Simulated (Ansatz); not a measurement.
YPt₃: computed properties

These are results of DFT r2SCAN, scalar-relativistic, plane waves, PAW (Ansatz), not measurements.

Settings: cutoff 500 eV, Γ-centred mesh 10×10×10 on the computed 4-atom cell, Gaussian smearing of 0.10 eV; no spin polarisation.

The structure is relaxed at this level of theory with its symmetry kept. Whether it is the stable form of this composition wasn't checked.

Symmetry: Pm-3m, No. 221, cubic system. Conventional cell: a = 4.096 Å, b = 4.096 Å, c = 4.096 Å, α = 90.00°, β = 90.00°, γ = 90.00°. Y (site symmetry m-3m) has 12 Pt at 2.90 Å as nearest neighbours. Pt (site symmetry 4/mmm) is surrounded by 4 Y at 2.90 Å and 8 Pt at 2.90 Å.

```json
{
  "Volume per atom": "115.9 bohr³",
  "Generalised Kohn–Sham band gap": "none (metal)",
  "Density of states at the Fermi level": "2.74 states/eV per cell",
  "Löwdin character within 0.5 eV of the Fermi level": "Pt 5d 75 %, Y 4d 10 %",
  "Bulk modulus": "184 GPa",
  "Its pressure derivative": "5.1",
  "Bader charges (e)": "Y (1 in the cell) 1.80, Pt (3 in the cell) -0.60"
}
```

Spin-orbit coupling is left out, which matters for the bands of heavy elements.